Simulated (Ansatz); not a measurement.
**An elastic constant from a strain scan in Al₃Cu**

Computed with DFT r2SCAN, scalar-relativistic, plane waves, PAW in Ansatz. Settings: plane waves to 500 eV, k-mesh 12×12×12 (Γ-centred), Gaussian smearing 0.15 eV. No spin polarisation. Energies are free energies at this smearing, counted from the undisturbed cell; pressure is positive in compression.

The undisturbed cell (relaxed at this level; it needn't be the usual structure):

```
Al Cu
1.0
     3.88912    0.00000    0.00000
     0.00000    3.88912    0.00000
     0.00000    0.00000    3.88912
Al Cu
3 1
Cartesian
  0.0000 1.9446 1.9446
  1.9446 0.0000 1.9446
  1.9446 1.9446 0.0000
  0.0000 0.0000 0.0000
```

The cell is strained by ε times the Voigt pattern (0, 0, 0, 0, 0, 1) (xx, yy, zz, yz, xz, xy; engineering shear) with fractional coordinates fixed. The cell holds 4 atoms in V0 = 58.82 Å³. The stress column is τ = (1/V0) dE/dε, got from the stress tensor σ (compression positive) at each point as −det(1 + εP) σ : P(1 + εP)⁻¹, with P the pattern as a tensor.

```
      ε  ΔE (meV/atom)  τ (GPa)
-0.0875         13.203   -3.229
-0.0750          9.833   -2.673
-0.0625          7.034   -2.212
-0.0500          4.741   -1.798
-0.0250          1.388   -1.118
 0.0000          0.000    0.000
 0.0250          1.388    1.118
 0.0500          4.741    1.798
 0.0625          7.034    2.212
 0.0750          9.833    2.673
 0.0875         13.203    3.229
 0.1000              ?        ?
```

Q: Which combination of elastic constants does this scan measure, and how large is it?

A: For small ε, τ = τ0 + Kε with K = pᵀCp, which for this pattern is C44 in the cubic axes. The parabola through τ at ε = -0.0250, 0 and 0.0250 has slope K = 45 GPa at zero. The energies per cell, E = NΔE, of the same two points give K = 2[E(ε₊)/ε₊ − E(ε₋)/ε₋]/[(ε₊ − ε₋)V0] = 48 GPa; a fourth-order term in the energy shifts the first figure twice as much as the second, so 2 × 48.4 − (44.7) = 52.1 GPa is a better limit for small strain, as far as the energies carry no numerical noise.

Q: Predict the withheld row at ε = 0.1000 from the harmonic law, and compare.

A: ΔE = V0(τ0 ε + Kε²/2)/N = 20.523 meV/atom and τ = 4.47 GPa. The calculation gives 17.301 meV/atom and 3.92 GPa: the energy lies 16 % below the harmonic value.

In a metal these slopes depend on the k mesh and the smearing.

Cost: 7 runs of about 8.8 core-minutes in all, on Intel Xeon Processor @ 2.50GHz (Skylake/Cascade Lake) (shared hosts).